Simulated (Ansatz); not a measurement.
**Property card for FeNi**

FeNi:
```yaml
crystal:
  lattice:
    - [1.23514, 0.71311, 4.06966]
    - [-1.23514, 0.71311, 4.06966]
    - [0.00000, -1.42622, 4.06966]
  atoms:
    - { symbol: Fe, position: [0.00000, 0.00000, 0.00000] }
    - { symbol: Ni, position: [0.50000, 0.50000, 0.50000] }
```
The run is spin-polarised; directions of the spins, atom by atom: ↑ ↑.

Space group R-3m (No. 166); conventional cell a = 2.470 Å, b = 2.470 Å, c = 12.209 Å, α = 90.00°, β = 90.00°, γ = 120.00°.

Method: the program Ansatz at the PBEsol level (PAW). Geometry: relaxed at this level of theory. Other levels are named where they apply.

Cell and energy:

```json
{
 "volume_per_atom": "10.75 Å³",
 "density": "8.84 g/cm³",
 "Formation energy from the elements (no fitted shifts)": "0.013 eV/atom"
}
```

Electronic structure:

```json
{
 "electronic_character": "metallic (no gap)",
 "Density of states at the Fermi level": "0.83 states/eV per atom (mean over ±0.08 eV)"
}
```

Magnetism:

```json
{
 "magnetic_order": "ferromagnetic",
 "net_moment": "1.55 μB per atom"
}
```

Mechanics:

```json
{
  "Bulk modulus (Birch–Murnaghan fit)": "204 GPa",
  "Pressure derivative B′": "4.1"
}
```

The first step of the workflow began from a Materials Project structure, measured or hypothetical; the Crystallography Open Database copy checked does not list it. COD files the formula under space group No. 123. With Fe and Ni taken as one species the cell has the higher symmetry Fm-3m, so it may be an ordered model of a mixed-site phase. Whether it is the stable phase at ambient conditions was not checked. Symmetry was held in the PBEsol relaxation; whether a distortion lowers the energy is not shown. Spin order of the final state: ferromagnetic, chosen from 5 collinear starts compared on coarse meshes (ties went to the first, and starts can fall back to one state), not a proven ground state. Axis ratios of metals converge slowly with the k-mesh, so a and c are less sure than the volume. The references are the lowest solids computed at this level, not always the standard phases.

Potentials: the later of the program's two PAW sets.
